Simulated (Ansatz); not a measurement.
The relaxed structure here is a generated cell of PbS: the first start was made by placing the elements on the sites of a structure type, and the end was not matched to a known phase here, so it may be hypothetical. Known forms of PbS include space group No. 225.

One stationary structure of PbS. Space group F-43m (No. 216), zinc blende type. Computed with r2SCAN (plane waves to 500 eV, PAW, scalar-relativistic; Ansatz, an electronic-structure program).

```xyz
2
Lattice="0.0000 3.3002 3.3002 3.3002 0.0000 3.3002 3.3002 3.3002 0.0000" Properties=species:S:1:pos:R:3 pbc="T T T"
S      4.9504     4.9504     4.9504
Pb     0.0000     0.0000     0.0000
```

Q: Predict the band gap from r2SCAN.

A: 0.95 eV, indirect (valence top at W, conduction bottom at X) (no spin-orbit coupling).

Q: Predict the smallest direct gap from r2SCAN.

A: 1.44 eV at X.

No spin polarisation in the result. Without spin-orbit coupling the bands of the heavy element are not split, so the gap can be far off.

The run could not lower the symmetry of its start; a shaken copy of this end point relaxes with r2SCAN to P3m1 (No. 156), 154 meV/atom lower.
